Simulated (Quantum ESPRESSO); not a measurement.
MgLa2NiO6 has the trigonal space group R-3, hexagonal axes (No. 148), Pearson symbol hR10. Cell: a = 5.5261 Å, b = 5.5261 Å, c = 13.1704 Å, α = 90.00°, β = 90.00°, γ = 120.00°. O on 18f sees 1 Ni at 1.889 Å and 1 Mg at 2.043 Å and 1 La at 2.427 Å and 2 La at 2.694–2.777 Å and 1 La at 3.102 Å. Mg on 3b sees 6 O at 2.043 Å (octahedral). Ni on 3a sees 6 O at 1.889 Å (octahedral). La on 6c sees 3 O at 2.427 Å and 6 O at 2.694–2.777 Å and 3 O at 3.102 Å. (Neighbours: up to the widest gap in distance over summed covalent radii, below 1.35, at either atom; cation-cation contacts left out.)
(The calculation used a cell of 10 atoms; values per cell refer to that cell.)

The geometry is that of Materials Project entry mp-1391671, symmetrised and not relaxed again.

### Question
What does PBEsol (Quantum ESPRESSO, PseudoDojo norm-conserving, 110 Ry, scalar-relativistic) give for the electronic structure near the Fermi level?

### Answer
The PBEsol gap is direct, 1.13 eV at F. The 3d shell has no Hubbard U; the runs are without spin polarisation, and magnetic order was not tried. The 4f states are in the valence at their DFT position.

The structure is a Materials Project entry; no match was found in the copy of COD used, and its stability was not checked.
